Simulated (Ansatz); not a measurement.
Input, command and steps of an Ansatz relaxation.

```yaml
crystal:
  lattice:
    - [-3.56543566, 3.56543566, -3.56543566]
    - [3.56543566, 3.56543566, 3.56543566]
    - [3.56543566, -3.56543566, -3.56543566]
  atoms:
    - { symbol: Ni, position: [0.250026237, 0.0059236324, 0.7531815027], spin: 2.0 }
    - { symbol: Ni, position: [0.4974882538, 0.0017941532, 0.5039324622], spin: 2.0 }
    - { symbol: Ni, position: [0.7509062969, 0.5058625429, 0.7466833142], spin: 2.0 }
    - { symbol: Ni, position: [0.2458284331, 0.2504304995, 0.4998446353], spin: 2.0 }
    - { symbol: Ni, position: [0.9950470612, 0.5016973057, 0.4992439796], spin: 2.0 }
    - { symbol: Ni, position: [0.7544323394, 0.0028623914, 0.2548357343], spin: 2.0 }
    - { symbol: Ni, position: [0.7494814875, 0.7494444616, 0.5047421405], spin: 2.0 }
    - { symbol: Ni, position: [0.9987935906, 0.0058090045, 0.0057138161], spin: 2.0 }
    - { symbol: Ni, position: [0.0005136456, 0.7528879315, 0.2532601335], spin: 2.0 }
    - { symbol: Ni, position: [0.7539507128, 0.2525166614, 0.0048295595], spin: 2.0 }
    - { symbol: Ni, position: [0.497717128, 0.5008112252, 0.9944968087], spin: 2.0 }
    - { symbol: Ni, position: [0.2521430499, 0.7555015255, 0.0016788562], spin: 2.0 }
    - { symbol: Cu, position: [0.0054981442, 0.2510885503, 0.756340644] }
    - { symbol: Cu, position: [0.4980753943, 0.749602332, 0.7492021781] }
    - { symbol: Cu, position: [0.5057736186, 0.2498664998, 0.2533652086] }
    - { symbol: Ir, position: [0.2464896083, 0.4933378065, 0.2521595209] }
  symmetry: { detect: false }
basis:
  ecutwfc: 500
kpoints:
  mp_grid: { grid: [3, 3, 3], shift: [0.0, 0.0, 0.0] }
hamiltonian:
  xc: r2scan
scf:
  occupations: { method: gaussian, width: 0.1 }
  lower_state_search: "off"
output:
  forces: true
  stress: true
  eigenvalues: true
  populations: true
magnetization:
  spin_polarized: true
relax:
  adjacent_minimum: "off"
  f_tol: 0.04
  max_steps: 50
  cell: { stress_tol: 0.3 }
```

```bash
ansatz run input.yaml --threads 4 --pin off --max-ram 9216MiB --backend cpu --events-out ev --progress --plain --runs-dir out
```

Level of theory: DFT r2SCAN, scalar-relativistic, plane waves, PAW in Ansatz 0.2.0.

Of 4 frames 4 are shown, positions in Å and forces in eV/Å; the SCF threshold varies from step to step. Steps run on the plane waves of an earlier cell, with a Pulay correction in the pressure. The basis is chosen afresh for the last frame, the zero of the energies, and at times for earlier ones too; energy and pressure can step there, also at an unchanged geometry. Where two frames share a geometry here, they differ by under 2 meV/atom and 0.3 GPa.

```xyz
16
Lattice="-3.5654 3.5654 -3.5654 3.5654 3.5654 3.5654 3.5654 -3.5654 -3.5654" Properties=species:S:1:pos:R:3:forces:R:3 pbc="T T T" step=1 free_energy_over_end_meV_per_atom=17.71 pressure_GPa=-6.01
Ni    1.8151   -1.7728   -3.5558   -0.2564   -0.0711   -0.0441
Ni    0.0294   -0.0166   -3.5641    0.0608    0.1713    0.0379
Ni    1.7886    1.8187   -3.5359    0.1550   -0.2836   -0.4564
Ni    1.7986   -0.0128   -1.7658   -0.1702   -0.2462   -0.4484
Ni    0.0210    3.5565   -3.5390    0.2550    0.0255   -0.1827
Ni   -1.7711    1.7915   -3.5883   -0.0443   -0.2446    0.0360
Ni    1.7995    3.5447   -1.7998   -0.1402    0.4535    0.0784
Ni   -3.5200    3.5615   -3.5608   -0.6141   -0.4317   -0.2434
Ni    3.5855    1.7832    1.7796   -0.0181   -0.0136    0.1207
Ni   -1.7706    3.5713   -1.8051    0.1016   -0.1617    0.5948
Ni    3.5568    0.0144   -3.5348    0.0145    0.2125   -0.4456
Ni    1.8007    3.5867    1.7887    0.0779   -0.1441    0.0750
Cu    3.5723   -1.7818   -1.8210   -0.1825   -0.0221    0.7411
Cu    3.5680    1.7773   -1.7744    0.5069    0.0232   -0.2934
Cu   -0.0091    1.7908   -1.8158   -0.2060   -0.0898    0.0067
Ir    1.7792    1.7387   -0.0189    0.4602    0.8223    0.4234
16
Lattice="-3.5429 3.5428 -3.5431 3.5430 3.5403 3.5404 3.5431 -3.5401 -3.5407" Properties=species:S:1:pos:R:3:forces:R:3 pbc="T T T" step=2 free_energy_over_end_meV_per_atom=4.64 pressure_GPa=-2.57
Ni    1.7942   -1.7636   -3.5326   -0.1558   -0.0614   -0.0190
Ni    0.0304   -0.0085   -3.5390    0.0996    0.1651    0.0139
Ni    1.7829    1.7959   -3.5287    0.1138   -0.2098   -0.2887
Ni    1.7820   -0.0139   -1.7666   -0.1162   -0.1195   -0.2604
Ni    0.0262    3.5354   -3.5243    0.1630    0.0058   -0.1353
Ni   -1.7626    1.7747   -3.5610   -0.0282   -0.1339    0.0245
Ni    1.7835    3.5337   -1.7894   -0.0999    0.3126    0.0266
Ni   -3.5143    3.5317   -3.5439   -0.3674   -0.2246   -0.1716
Ni    3.5633    1.7699    1.7700    0.0449   -0.0135    0.1457
Ni   -1.7569    3.5433   -1.7777    0.0674   -0.1023    0.3835
Ni    3.5371    0.0157   -3.5274   -0.0231    0.1512   -0.3062
Ni    1.7906    3.5541    1.7767    0.0470   -0.0426    0.1311
Cu    3.5412   -1.7701   -1.7830   -0.1136   -0.0189    0.4618
Cu    3.5620    1.7674   -1.7776    0.2998    0.0113   -0.1854
Cu   -0.0114    1.7758   -1.8025   -0.1035   -0.0623    0.0294
Ir    1.7840    1.7551   -0.0019    0.1719    0.3429    0.1497
16
Lattice="-3.5334 3.5261 -3.5317 3.5327 3.5264 3.5326 3.5219 -3.5270 -3.5212" Properties=species:S:1:pos:R:3:forces:R:3 pbc="T T T" step=3 free_energy_over_end_meV_per_atom=-0.32 pressure_GPa=-0.12
Ni    1.7652   -1.7641   -3.5137   -0.0100   -0.0015    0.0005
Ni    0.0315    0.0054   -3.5213   -0.0146   -0.0144    0.0060
Ni    1.7819    1.7632   -3.5317    0.0048   -0.0084   -0.0080
Ni    1.7628   -0.0176   -1.7772    0.0007    0.0198    0.0147
Ni    0.0297    3.5191   -3.5206   -0.0116    0.0153    0.0025
Ni   -1.7632    1.7613   -3.5380    0.0030    0.0030    0.0050
Ni    1.7627    3.5414   -1.7784    0.0003   -0.0136    0.0224
Ni   -3.5346    3.5079   -3.5438    0.0087    0.0247   -0.0032
Ni    3.5572    1.7624    1.7814   -0.0172    0.0021   -0.0170
Ni   -1.7471    3.5192   -1.7444    0.0078    0.0160   -0.0097
Ni    3.5178    0.0161   -3.5331    0.0212   -0.0201   -0.0023
Ni    1.7865    3.5330    1.7882    0.0029   -0.0177   -0.0088
Cu    3.5123   -1.7641   -1.7346    0.0100    0.0015   -0.0049
Cu    3.5626    1.7617   -1.7837   -0.0088    0.0014    0.0070
Cu   -0.0157    1.7623   -1.7899    0.0158    0.0012    0.0138
Ir    1.7875    1.7639    0.0130   -0.0130   -0.0093   -0.0176
16
Lattice="-3.5334 3.5261 -3.5317 3.5327 3.5264 3.5326 3.5219 -3.5270 -3.5212" Properties=species:S:1:pos:R:3:forces:R:3 pbc="T T T" step=4 free_energy_over_end_meV_per_atom=0.00 pressure_GPa=-0.16
Ni    1.7652   -1.7641   -3.5137   -0.0112   -0.0020    0.0013
Ni    0.0315    0.0054   -3.5213   -0.0140   -0.0139    0.0057
Ni    1.7819    1.7632   -3.5317    0.0057   -0.0083   -0.0092
Ni    1.7628   -0.0176   -1.7772    0.0013    0.0206    0.0143
Ni    0.0297    3.5191   -3.5206   -0.0117    0.0156    0.0026
Ni   -1.7632    1.7613   -3.5380    0.0033    0.0031    0.0052
Ni    1.7627    3.5414   -1.7784   -0.0001   -0.0130    0.0225
Ni   -3.5346    3.5079   -3.5438    0.0081    0.0245   -0.0034
Ni    3.5572    1.7624    1.7814   -0.0170    0.0018   -0.0168
Ni   -1.7471    3.5192   -1.7444    0.0074    0.0153   -0.0094
Ni    3.5178    0.0161   -3.5331    0.0216   -0.0207   -0.0019
Ni    1.7865    3.5330    1.7882    0.0033   -0.0185   -0.0084
Cu    3.5123   -1.7641   -1.7346    0.0100    0.0015   -0.0050
Cu    3.5626    1.7617   -1.7837   -0.0088    0.0014    0.0070
Cu   -0.0157    1.7623   -1.7899    0.0159    0.0012    0.0139
Ir    1.7875    1.7639    0.0130   -0.0138   -0.0088   -0.0185
```

It took 6.7 min on 4 threads of Intel(R) Xeon(R) Platinum 8559C (Emerald Rapids), with other jobs on the host, peak memory 2.2 GiB.

The state reached may not be the lowest one. The k mesh is coarse. Spin-orbit coupling is left out, which matters for the bands of heavy elements.